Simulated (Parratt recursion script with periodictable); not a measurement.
Sharing the period between Si and Mo in a mirror for 13.5 nm

| layer, from the top | thickness (Å) | density (g/cm³) | rms roughness of its top face (Å) | δ at 13.5 nm | β at 13.5 nm |
|---|---|---|---|---|---|
| Si (in each period) | varied | 2.313 | 3 | 9.927 × 10⁻⁴ | 0.001813 |
| Mo (in each period) | varied | 10.026 | 3 | 0.07476 | 0.006314 |
| Si (substrate) | – | 2.313 | 3 | 9.927 × 10⁻⁴ | 0.001813 |

The refractive index is n = 1 − δ + iβ; the runs take δ and β at each wavelength of the scan. Vacuum lies above.

Densities are inputs, not measurements. They were set from computed cells of the Materials Project: Si from entry mp-149 (Fd-3m, 2.313 g/cm³); Mo from entry mp-129 (Im-3m, 10.026 g/cm³). A layer's crystal structure does not enter its constants, only its composition and density.

Calculation: EUV and soft X-ray reflectivity, Parratt recursion, Névot-Croce roughness, Henke tables; Parratt recursion script with periodictable 1.7.1.

Light falls along the surface normal, where s and p polarisation coincide. The wavelength is scanned from 12.42 to 14.58 nm in 161 evenly spaced points, without smoothing. The peak is the highest scan point; its wavelength and height come from a parabola through R at that point and its two neighbours.

The pair is repeated 100 times. The runs differ in the two thicknesses alone; Γ is the share of Mo in the period D.

| Si (Å) | Mo (Å) | Γ | peak λ (nm) | peak R (%) |
|---|---|---|---|---|
| 55 | 13.7 | 0.20 | 13.573 | 67.0 |
| 41.2 | 27.5 | 0.40 | 13.437 | 73.0 |
| 34.4 | 34.4 | 0.50 | ? | ? |
| 27.5 | 41.2 | 0.60 | 13.251 | 68.3 |

Q: Estimate the peak wavelength and height at Γ = 0.50.

A: Wavelength: with δ̄ the thickness-weighted δ at 13.5 nm and α the angle from the normal (sin²α = 0.0000), λ ≈ 2D[(1 − δ̄)² − sin²α]^½.

| Γ | D (Å) | δ̄ | λ by hand (nm) | run minus hand (nm) |
|---|---|---|---|---|
| 0.40 | 68.7 | 0.0305 | 13.321 | 0.116 |
| 0.50 | 68.8 | 0.0379 | 13.238 | to find |
| 0.60 | 68.7 | 0.0452 | 13.119 | 0.132 |

The difference, interpolated in Γ, is 0.124 nm, so λ ≈ 13.238 + 0.124 = 13.362 nm.

Height: the parabola through the rows at Γ = 0.20, 0.40, 0.60 has weights −0.125, 0.750, 0.375 at Γ = 0.50, which give 72.0 %.

The run gave 13.364 nm and 71.8 %, so the estimates miss by 0.002 nm and 0.2 points. Of these 4 runs, Γ = 0.40 has the highest peak.
